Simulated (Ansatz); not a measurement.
Here is the system:

SnO2:
```
CELL_PARAMETERS angstrom
      4.72180     0.00000     0.00000
      0.00000     4.72329     0.00000
      0.00000     0.00000     3.19029
ATOMIC_POSITIONS crystal
  Sn 0.50000 0.50000 0.50000
  Sn 0.00000 0.00000 0.00000
  O  0.30600 0.30614 0.00000
  O  0.69400 0.69386 0.00000
  O  0.80600 0.19386 0.50000
  O  0.19400 0.80614 0.50000
```

This is the LDA-relaxed structure.

All from the program Ansatz at the LDA level (PAW), unless another level is named. Estimate the hole effective mass.

1.2, 1.2, 1.7 mₑ (principal values).

Predict the electron effective mass.

0.18, 0.20, 0.20 mₑ (principal values).

Next, the weight of the conduction-edge state by species (Voronoi cells)?

O 54 %, Sn 46 %.

Next, the valence-band maximum?

at Γ.

Space group P4_2/mnm (rutile). The LDA relaxation kept the symmetry of its start; of distortions, only those at the zone centre were tested. Point labels and valley counts follow the cell and symmetry of the run, lower than the named group. Scalar-relativistic: spin–orbit coupling is off unless named, which matters more the heavier the elements.

Potentials: the later of the program's two PAW sets.

Edges and masses are those of Kohn–Sham bands, whose gap is no quasiparticle gap.
